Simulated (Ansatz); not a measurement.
HfO$_{2}$ (tetragonal-ZrO2 type, space group P4_2/nmc)

```
CELL_PARAMETERS angstrom
      3.57698     0.00000     0.00000
      0.00000     3.57698     0.00000
      0.00000     0.00000     5.20360
ATOMIC_POSITIONS crystal
  Hf 0.00000 0.00000 0.00000
  Hf 0.50000 0.50000 0.50000
  O  0.00000 0.50000 0.19607
  O  0.00000 0.50000 0.69607
  O  0.50000 0.00000 0.30393
  O  0.50000 0.00000 0.80393
```

E(V) scan at fixed shape, V₀ the volume above. The atoms relax within the cell's symmetry.

Level of theory: r2SCAN (plane waves to 500 eV, PAW, scalar-relativistic; Ansatz, an electronic-structure program). k mesh 9×9×7 (Γ-centred), Fermi-Dirac smearing 0.05 eV. E stands for the smeared free energy. Stress and pressure are positive under compression. With the shape held, the modulus is that of even scaling; a crystal free to change shape is softer. HfO2 is run without spin polarisation. HfO2 was relaxed with its symmetry unable to fall. Spin-orbit coupling is left out, though Hf is heavy. The PAW data are Ansatz's earlier set. This is a high-temperature form of HfO2. The zero of ΔE is the relaxed starting cell.

```json
[
 {"V (Å³/atom)": "10.431", "ΔE (meV/atom)": "29.3"},
 {"V (Å³/atom)": "10.542", "ΔE (meV/atom)": "19.9"},
 {"V (Å³/atom)": "10.653", "ΔE (meV/atom)": "12.5"},
 {"V (Å³/atom)": "10.764", "ΔE (meV/atom)": "withheld"},
 {"V (Å³/atom)": "10.875", "ΔE (meV/atom)": "3.0"},
 {"V (Å³/atom)": "10.986", "ΔE (meV/atom)": "0.7"},
 {"V (Å³/atom)": "11.096", "ΔE (meV/atom)": "0.0"},
 {"V (Å³/atom)": "11.207", "ΔE (meV/atom)": "0.7"},
 {"V (Å³/atom)": "11.318", "ΔE (meV/atom)": "2.8"},
 {"V (Å³/atom)": "11.429", "ΔE (meV/atom)": "6.2"},
 {"V (Å³/atom)": "11.540", "ΔE (meV/atom)": "10.7"},
 {"V (Å³/atom)": "11.651", "ΔE (meV/atom)": "16.4"},
 {"V (Å³/atom)": "11.762", "ΔE (meV/atom)": "23.3"}
]
```

Q: Fit a third-order Birch-Murnaghan form (E₀, V₀, B₀, B₀′ free) to the given rows and predict ΔE at V = 10.764.

A: Least squares on the 12 given rows: ΔE = E₀ + (9V₀B₀/16)·y²·[2 + (B₀′ − 4)y], y = (V₀/V)^(2/3) − 1, with V₀ = 11.096 Å³/atom, B₀ = 208.9 GPa (160.2 GPa = 1 eV/Å³; the term in eV is multiplied by 1000), B₀′ = 4.81, E₀ = 0.00 meV/atom; root-mean-square residual 0.03 meV/atom. At 10.764 the fit gives 6.9 meV/atom; the calculation gives 6.9 meV/atom, the same to the digits shown. For the pressure the fit gives 6.8 GPa against the computed 6.9 GPa.

(A scan under strain: stresses follow from slopes of the energy per volume, elastic moduli from its curvatures.)
